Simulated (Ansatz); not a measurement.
Sc (hcp, Mg type)

```
Sc
1.0
    3.31943     0.00000     0.00000
   -1.65971     2.87471     0.00000
    0.00000     0.00000     5.16637
Sc
2
Cartesian
  0.00000   1.91647   3.87478
  1.65971   0.95824   1.29159
```

Two coordinates are scanned: the volume, and the ratio of the stretch along z (the conventional c axis) to the stretch across it. Atoms keep their fractional coordinates.

All values below come from PBE (plane waves to 420 eV, PAW, scalar-relativistic; Ansatz, an electronic-structure program). k mesh 16×16×9 (Γ-centred), Fermi-Dirac smearing 0.05 eV. Energies are smeared free energies. With partly filled bands, the response to shear is sensitive to the k mesh, so small differences along c/a are uncertain. Sc is run without spin polarisation. Sc was relaxed with its symmetry unable to fall. ΔE is measured from the relaxed starting cell.

```
ΔE (eV/atom)          V/V₀ = 0.920  V/V₀ = 0.960  V/V₀ = 1.000  V/V₀ = 1.040  V/V₀ = 1.080
--------------------  ------------  ------------  ------------  ------------  ------------
(c/a)/(c/a)₀ = 0.920         0.055         0.033             ?         0.033         0.050
(c/a)/(c/a)₀ = 0.960         0.036             ?         0.006             ?         0.031
(c/a)/(c/a)₀ = 1.000         0.030         0.007         0.000         0.006             ?
(c/a)/(c/a)₀ = 1.040         0.037             ?         0.006             ?         0.029
(c/a)/(c/a)₀ = 1.080         0.055         0.031             ?             ?         0.042
```

Complete the blanks.


- (c/a)/(c/a)₀ = 0.920, V/V₀ = 1.000: 0.027
- (c/a)/(c/a)₀ = 0.960, V/V₀ = 0.960: 0.013
- (c/a)/(c/a)₀ = 0.960, V/V₀ = 1.040: 0.013
- (c/a)/(c/a)₀ = 1.000, V/V₀ = 1.080: 0.024
- (c/a)/(c/a)₀ = 1.040, V/V₀ = 0.960: 0.014
- (c/a)/(c/a)₀ = 1.040, V/V₀ = 1.040: 0.012
- (c/a)/(c/a)₀ = 1.080, V/V₀ = 1.000: 0.022
- (c/a)/(c/a)₀ = 1.080, V/V₀ = 1.040: 0.026

(Under strain, the slope of the energy per volume gives the stress and its curvature an elastic modulus.)
